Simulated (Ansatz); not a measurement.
KTaO$_{3}$:
```
KTaO3
1.0
    4.02438     0.00000     0.00000
    0.00000     4.02438     0.00000
    0.00000     0.00000     4.02438
K O Ta
1 3 1
Direct
  0.50000   0.50000   0.50000
  0.50000   0.00000   0.00000
  0.00000   0.50000   0.00000
  0.00000   0.00000   0.50000
  0.00000   0.00000   0.00000
```

Relaxed with PBE. Special points in fractions of this cell's reciprocal vectors: Γ (0.000, 0.000, 0.000); X (0.000, 0.500, 0.000); M (0.500, 0.500, 0.000); R (0.500, 0.500, 0.500).

List the band energies nearest the valence-band maximum at these points for plane-wave PAW PBE with spin–orbit coupling (Ansatz code).

In eV from the valence-band maximum; about four levels below and three above (degenerate sets whole), none deeper than 8.9 eV; points with the same levels are listed once.

```
k                    below                above
-  -----------------------  -------------------
Γ  -0.57 -0.57 -0.57 -0.57  2.02 2.02 2.02 2.02
X  -0.90 -0.90 -0.77 -0.77  2.29 2.29 4.74 4.74
M  -1.37 -1.37 -0.04 -0.04  4.76 4.76 5.01 5.01
R      0.00 0.00 0.00 0.00  6.12 6.12 6.12 6.12
```

Space group Pm-3m (cubic perovskite). The PBE relaxation kept the symmetry of its start. At this level the phase is dynamically unstable (imaginary phonons). The run is not spin-polarised.

Potentials: the later of the program's two PAW sets.
